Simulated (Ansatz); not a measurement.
The start is a generated trial cell of WSe2 in the pyrite structure type. Cell shape, volume and atoms are optimised at zero target pressure with PBEsol (plane waves to 420 eV, PAW, scalar-relativistic; Ansatz, a quantum-chemistry and plane-wave program). First-step values are on the input's coarse k-mesh.

Ansatz input (later rounds restart from its end on a renewed k-mesh):
Ansatz 0.2 input:
```yaml
crystal:
  lattice:
    - [6.365348, 0, 0]
    - [0, 6.365348, 0]
    - [0, 0, 6.365348]
  atoms:
    - { symbol: W, position: [0, 0, 0] }
    - { symbol: W, position: [0.5, 0.5, 0] }
    - { symbol: W, position: [0, 0.5, 0.5] }
    - { symbol: W, position: [0.5, 0, 0.5] }
    - { symbol: Se, position: [0.3851, 0.3851, 0.3851] }
    - { symbol: Se, position: [0.8851, 0.1149, 0.6149] }
    - { symbol: Se, position: [0.6149, 0.8851, 0.1149] }
    - { symbol: Se, position: [0.1149, 0.6149, 0.8851] }
    - { symbol: Se, position: [0.6149, 0.6149, 0.6149] }
    - { symbol: Se, position: [0.1149, 0.8851, 0.3851] }
    - { symbol: Se, position: [0.3851, 0.1149, 0.8851] }
    - { symbol: Se, position: [0.8851, 0.3851, 0.1149] }
basis: { ecutwfc: 420, ecutrho_ratio: 4, xc_grid: 2, fft_grid_basis: typed }
kpoints: { mp_grid: { grid: [3, 3, 3] } }
hamiltonian:
  xc: pbesol
  dispersion: none
  pseudopotentials: { kind: paw }
scf: { occupations: { method: fermi_dirac, width: 0.05 } }
relax: { f_tol: 0.01, max_steps: 100, cell: { stress_tol: 0.02 } }
output: { forces: true, stress: true }
```

Q: Which atoms feel the largest initial force, and how large is it?

A: About 1.7 eV/Å, on Se5, Se6, Se7, Se8, Se9, Se10, Se11, Se12 (atoms numbered as listed).

Q: How does the volume change?

A: -8.9 %, from 21.49 to 19.59 Å³/atom.

Q: How do the shortest distances between atoms change?

A: The closest pairs of elements (up to four, under 3.6 Å), start → end: Se–Se 2.53 → 2.96 Å; Se–W 2.66 → 2.54 Å.

Q: The last rounds were run with spin polarisation. What moments result?

A: Net 0.39 μB/atom, ferromagnetic.

Q: What does it relax into? Give the structure.

A: 
Space group Pa-3 (No. 205); a = 6.1714 Å, b = 6.1714 Å, c = 6.1714 Å, α = 90.00°, β = 90.00°, γ = 90.00°

| atom | site | symmetry | x | y | z |
|---|---|---|---|---|---|
| W | 4a | .-3. | 0.0000 | 0.0000 | 0.0000 |
| Se | 8c | .3. | 0.3615 | 0.3615 | 0.3615 |

The space group stays Pa-3 (No. 205) (the run could not lower it), with 12 atoms in the primitive magnetic cell. Final values are on a 6×6×6 k-mesh of the relaxed cell. The first round had no spin; a later round switched it on. Spin state reached: ferromagnetic (net 0.39 μB/atom); other spin orders were not run from this start.

The run could not lose the symmetry of its start: the end is stationary, and may be a saddle point rather than a minimum.

The relaxed structure here is a generated cell of WSe2: the first start was made by placing the elements on the sites of a structure type, and the end was not matched to a known phase here, so it may be hypothetical. Known forms of WSe2 include space group No. 194.
